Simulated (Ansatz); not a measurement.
Fe:
```cif
data_Fe
_chemical_formula_sum 'Fe1'
_space_group_name_H-M_alt 'P 1'
_space_group_IT_number 1
_cell_length_a 2.41254
_cell_length_b 2.41254
_cell_length_c 2.41254
_cell_angle_alpha 109.471
_cell_angle_beta 109.471
_cell_angle_gamma 109.471
loop_
_space_group_symop_operation_xyz
  'x, y, z'
loop_
_atom_site_label
_atom_site_type_symbol
_atom_site_fract_x
_atom_site_fract_y
_atom_site_fract_z
_atom_site_occupancy
Fe1 Fe 0.00000 0.00000 0.00000 1
```
Starting moments (μB, in the order of the atoms Fe): 2.1.

This is the PBEsol-relaxed structure.

Task: All from the program Ansatz at the PBEsol level (PAW), unless another level is named. Predict the Hill bulk and shear moduli.

Result: 226 and 107 GPa.

Task: Give the elastic constants (relaxed ions, GPa).

Result: C11 = 325, C12 = 176, C44 = 137.

Space group Im-3m (bcc (W type)). Symmetry was held in the PBEsol relaxation. Spin order of the final state: ferromagnetic, chosen from 3 collinear starts compared on coarse meshes (ties went to the first, and starts can fall back to one state), not a proven ground state. Textbook magnetic order: ferromagnetic. As this level gives no gap, shear constants depend on the k-mesh and smearing (Fermi–Dirac, 0.1 eV here). On the denser mesh and wider smearing of the elastic run this cell carries a stress of 0.4 GPa.

Potentials: the later of the program's two PAW sets.
